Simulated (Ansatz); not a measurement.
## KCdCO3F: which input changes reach the field gradients?

Cell: an entry of the Crystallography Open Database (COD).

Space group P-6c2 (No. 188); a = 5.1349, c = 8.8460 Å, γ = 120.00°.

| site | Wyckoff | site symmetry | x | y | z |
| --- | --- | --- | --- | --- | --- |
| K | 2e | 3.2 | 0.6667 | 0.3333 | 0.5000 |
| Cd | 2b | -6.. | 0.0000 | 0.0000 | 0.2500 |
| C | 2d | -6.. | 0.3333 | 0.6667 | 0.2500 |
| O | 6k | m.. | 0.4062 | 0.9453 | 0.2500 |
| F | 2a | 3.2 | 0.0000 | 0.0000 | 0.5000 |

One atom of each set is listed.

Reference run. Computed with Ansatz: DFT, PBE, plane waves and PAW, scalar-relativistic, 420 eV cutoff, Γ-centred 5×5×3 k-points, Fermi–Dirac smearing 0.02 eV.

It gives V_zz (10²¹ V/m²) O 11.10 (η 0.55), F 8.69 (η 0.00), C 2.54 (η 0.00), among others. Each of these runs changes the input as listed (caps on SCF iterations aside):

A. kpoints.mp_grid.shift: not typed → [0.5, 0.5, 0.5]
B. scf.occupations.width: 0.02 → not typed; scf.occupations.method: fermi_dirac → tetrahedron_uncorrected; total_charge: not typed → 1

Question: Which of these changes matter for the gradients?

Answer: 

| run | O V_zz (η) | F V_zz (η) | C V_zz (η) | largest change of a gradient tensor, all atoms | note |
| --- | --- | --- | --- | --- | --- |
| A | 11.10 (0.55) | 8.69 (0.00) | 2.54 (0.00) | 0.00 | converged; the mesh lowers the symmetry |
| B | 9.27 (0.21) | 12.44 (0.00) | 2.46 (0.00) | 5.01 | converged; cell charge +1 on a uniform background; no gap left; odd number of electrons without spin polarisation |

Run B moves them most, on O (V_zz from 11.10 to 9.27).

Run B changes scf.occupations, total_charge together, so the table can't tell their shares apart.

On the reference run: At this cell the principal stresses reach 5 GPa in size with PBE, which can matter for small gradients. The largest force is 0.5 eV/Å, so the atoms aren't at the calculated equilibrium and relaxing them would move these values. Without spin–orbit coupling (the program notes it for Cd) the gradients are little affected as a rule: paired runs on crystals with a gap mostly move them by under 2 % at such atoms.
